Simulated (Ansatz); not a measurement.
Values for one crystal, relaxed and computed with DFT-LDA in the program Ansatz with PAW potentials; other levels are named.

```yaml
volume_per_atom: 15.71 Å³
electronic_character: metallic (no gap)
zone_centre_stability: no imaginary mode at Γ
Bulk modulus (Birch–Murnaghan fit): 160 GPa
highest_zone_centre_frequency: 226 cm^-1
Density of states at the Fermi level: 0.64 states/eV per atom (mean over ±0.08 eV)
Pressure derivative B′: 4.0
```

**Question.** Pick the material that matches.
A) Zr3Ag, Cu3Au type
B) TiNi, P2_1/m (Ti on 2e, Ni on 2e)
C) ZrNi, Cmcm (Zr on 4c, Ni on 4c)
D) ZrIr, CsCl type

**Answer.** C, ZrNi, Cmcm (Zr on 4c, Ni on 4c)

The workflow started from a Materials Project entry (that database holds measured and hypothetical structures alike); the Crystallography Open Database files this formula in space group No. 63, but the cells were not matched. Its standing as an ambient phase is unchecked. The cell was relaxed with LDA under the symmetry of its start. No spin polarisation was allowed. As this level gives no gap, phonon frequencies hold no LO–TO term and depend on the k-mesh and smearing (Fermi–Dirac, 0.1 eV here). Spin–orbit coupling is left out wherever it is not named.

Potentials: the later of the program's two PAW sets.
